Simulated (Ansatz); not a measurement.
Consider a crystal of ZrGa₃As₄ in space group Pm-3m (No. 221), with Zr on 1b; Ga on 3d; As on 3c and 1a. Recipe of this trial structure of ZrGa₃As₄: ordered mixture on the cation sites of rock salt (occupants of the shared sites, in ratio, Ga: 3, Zr: 1).

Computed with DFT PBE, scalar-relativistic, plane waves, PAW in Ansatz. Cutoff 420 eV, Γ-centred mesh, Gaussian smearing, no spin polarisation.

Formation energies are uncorrected and refer to the elements' standard structures at the same level.

Task: Which cell and coordinates does it relax to?

Result:

Space group Pm-3m (No. 221). a = 5.471 Å, b = 5.471 Å, c = 5.471 Å, α = 90.00°, β = 90.00°, γ = 90.00°
| atom | site | symmetry | x | y | z |
| --- | --- | --- | --- | --- | --- |
| Zr | 1b | m-3m | 0.5000 | 0.5000 | 0.5000 |
| Ga | 3d | 4/mm.m | 0.5000 | 0.0000 | 0.0000 |
| As | 3c | 4/mm.m | 0.0000 | 0.5000 | 0.5000 |
| As | 1a | m-3m | 0.0000 | 0.0000 | 0.0000 |

Zr is surrounded by 6 As at 2.74 Å; Ga is surrounded by 6 As at 2.74 Å; around As on a site of symmetry 4/mmm lie 2 Zr at 2.74 Å and 4 Ga at 2.74 Å; As on a site of symmetry m-3m has 6 Ga at 2.74 Å.

Task: And its energy and gap?

Result: The formation energy is −0.24 eV/atom and the gap on the 8×8×8 mesh of the 8-atom cell is 0 eV (a metal). It lies below the elements, which doesn't yet make it stable against other compounds or structures.

The last run used Gaussian smearing of 0.10 eV. The reference form of As is held partly by dispersion forces, which this level lacks. A structure relaxed within its symmetry needn't be a true minimum.
